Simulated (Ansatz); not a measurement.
InP:
```xyz
4
Lattice="3.8842 0.0000 0.0000 -1.9421 3.3638 0.0000 0.0000 0.0000 6.6139" Properties=species:S:1:pos:R:3 pbc="T T T"
In     0.0000     0.0000     0.0000
In     0.0000     0.0000     3.3070
P      0.0000     2.2426     1.6535
P      1.9421     1.1213     4.9604
```

Relaxed with PBE. Special points in fractions of this cell's reciprocal vectors: Γ (0.000, 0.000, 0.000); M (0.500, 0.000, 0.000); K (0.333, 0.333, 0.000); A (0.000, 0.000, 0.500); L (0.500, 0.000, 0.500); H (0.333, 0.333, 0.500).

Question: List the band energies nearest the Fermi level at these points for the program Ansatz at the PBE with spin–orbit coupling level (PAW).

Answer: In eV from the Fermi level; about four levels below and three above (degenerate sets whole), none deeper than 8.9 eV; points with the same levels are listed once.

```json
[
 {"k": "Γ", "below": "-0.36 -0.36 -0.27 -0.27", "above": "0.03 0.03 0.26 0.26"},
 {"k": "M", "below": "-3.46 -3.46 -2.16 -2.16", "above": "0.13 0.13 1.31 1.31"},
 {"k": "K", "below": "-2.48 -2.48 -2.36 -2.36", "above": "4.75 4.75 5.51 5.51"},
 {"k": "A", "below": "-0.04 -0.04 -0.04 -0.04", "above": "0.04 0.04 0.04 0.04"},
 {"k": "L", "below": "-1.30 -1.30 -1.30 -1.30", "above": "0.20 0.20 0.20 0.20"},
 {"k": "H", "below": "-0.32 -0.32 -0.32 -0.32", "above": "1.40 1.40 1.40 1.40"}
]
```

Space group P6_3/mmc (NiAs type). The start of the workflow was typed in or built on a structure type; neither database checked (COD, Materials Project) lists it. It is not the phase usual at ambient conditions (space group No. 216). The cell was relaxed with PBE under the symmetry of its start; its stability against distortions is not shown here.

Potentials: the earlier of the program's two PAW sets.
